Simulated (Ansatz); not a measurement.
C in space group Fd-3m (No. 227; C on 32e) is relaxed with DFT-PBEsol in the program Ansatz with PAW potentials. What lattice parameters of the conventional cell result?

a = 7.490 Å.

Give the free coordinates with the occupied sites.

In one choice of origin and axes:

```json
[
 {"atom": "C", "site": "32e", "symmetry": ".3m", "x": "0.0705", "y": "0.0705", "z": "0.0705"}
]
```

Is it a metal or does it have a gap at this level?

A gap of 2.25 eV, direct.

The start of the workflow was typed in or built on a structure type. Its sites differ from those of the usual phase in this space group: another stacking or structure type. Symmetry was held in the PBEsol relaxation; whether a distortion lowers the energy is not shown.

Potentials: the later of the program's two PAW sets.
